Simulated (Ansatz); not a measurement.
SiNi:
```yaml
crystal:
  lattice:
    - [0.00000, 2.37005, 2.37005]
    - [2.37005, 0.00000, 2.37005]
    - [2.37005, 2.37005, 0.00000]
  atoms:
    - { symbol: Si, position: [0.00000, 0.00000, 0.00000] }
    - { symbol: Ni, position: [0.50000, 0.50000, 0.50000] }
```

Relaxed with PBE. Special points in fractions of this cell's reciprocal vectors: Γ (0.000, 0.000, 0.000); X (0.500, 0.000, 0.500); U (0.625, 0.250, 0.625); K (0.375, 0.375, 0.750); L (0.500, 0.500, 0.500); W (0.500, 0.250, 0.750).

### Question
List the band energies nearest the Fermi level at these points for plane-wave PAW PBE (Ansatz code).

### Answer
In eV from the Fermi level; about four levels below and three above (degenerate sets whole), none deeper than 8.9 eV; … stands for higher levels left out; points with the same levels are listed once.

| k | below | above |
|---|---|---|
| Γ | -2.43 -2.43 -2.43 -2.40 -2.40 | 4.03 4.03 4.03 |
| X | -1.50 -1.50 -0.64 -0.13 -0.13 | 3.73 … |
| U | -1.67 -1.60 -1.09 -0.59 | 1.49 5.24 … |
| L | -3.27 -3.27 -1.68 -1.68 -1.12 | 5.66 5.66 … |
| W | -1.09 -0.97 -0.97 -0.30 | 9.24 … |

Space group Fm-3m (rock salt). A made-up cell: these elements were put on the sites of a structure type; neither database checked (COD, Materials Project) lists it. It is not the phase usual at ambient conditions (space group No. 62). The PBE relaxation kept the symmetry of its start. At this level the phase is mechanically unstable. The workflow began spin-polarised and lost its moments.

Potentials: the later of the program's two PAW sets.
